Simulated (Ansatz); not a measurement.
One crystal and one scan (frozen-phonon scan) at two levels, r2SCAN (plane waves to 500 eV, PAW, scalar-relativistic; Ansatz, a first-principles code) and PBE (plane waves to 420 eV, PAW, scalar-relativistic; Ansatz), each from its own relaxed cell and on its own mesh. The cell shown is that of r2SCAN.

Starting cell, Ta (bcc, W type):

```xyz
2
Lattice="-3.3051 3.3051 3.3051 1.6526 -1.6526 1.6526 1.6526 1.6526 -1.6526" Properties=species:S:1:pos:R:3 pbc="T T T"
Ta     0.0000     0.0000     0.0000
Ta    -1.6526     1.6526     1.6526
```

A phonon eigenvector at N = (0.5, 0.0, 0.0) is frozen into this cell: atom i moves by Q times the vector below, so Q is the largest atomic displacement, in Å. The cell is held. (q is in reciprocal vectors of the primitive cell; the cell shown is doubled to hold the pattern.)

```
atom      x       y       z
----  -----  ------  ------
Ta1   0.000   0.707  -0.707
Ta2   0.000  -0.707   0.707
```

Spin-orbit coupling is left out, though Ta is heavy. Ta is run without spin polarisation. Ta was relaxed with its symmetry unable to fall. The PAW data are Ansatz's earlier set. With partly filled bands, energies and forces of such displacements shift with the k mesh and the smearing. Percentages come from the unrounded values. Both scans cover Q from -0.280 to 0.280 Å.

Results of r2SCAN:

```
Quantity                                                                                                                                          Result
----------------------------------------------------------------------------------------  --------------------------------------------------------------
Lattice constant a (Å)                                                                                                                             3.305
Energy at Q = 0.280 Å (meV/cell)                                                                                                                     388
Harmonic wavenumber from the curvature (finite differences) (cm⁻¹ (negative: imaginary))                                                              93
Space group of the distorted cell                                                                                      Cmcm (No. 63), lowered from Im-3m
Symmetry of the curve                                                                                                      even: the same for both signs
Shape of the curve                                                                        a single well with its minimum at or next to zero displacement
```

Estimate the PBE values.


```
quantity                                                                                    PBE     r2SCAN − PBE
----------------------------------------------------------------------------------------  -----  ---------------
Lattice constant a (Å)                                                                    3.320  -0.015 (-0.4 %)
Energy at Q = 0.280 Å (meV/cell)                                                            357     +31 (+8.9 %)
Harmonic wavenumber from the curvature (finite differences) (cm⁻¹ (negative: imaginary))     89        +4 (+4 %)
```

r2SCAN gives the higher value for: energy at Q = 0.280 Å; harmonic wavenumber from the curvature. r2SCAN gives the lower value for: lattice constant a. Both give the same space group of the distorted cell: Cmcm (No. 63), lowered from Im-3m. Neither level is exact: the differences show how much the result hangs on the functional.

(A displaced cell: forces are minus the slopes of the energy, force constants its curvatures, and phonons follow from these.)
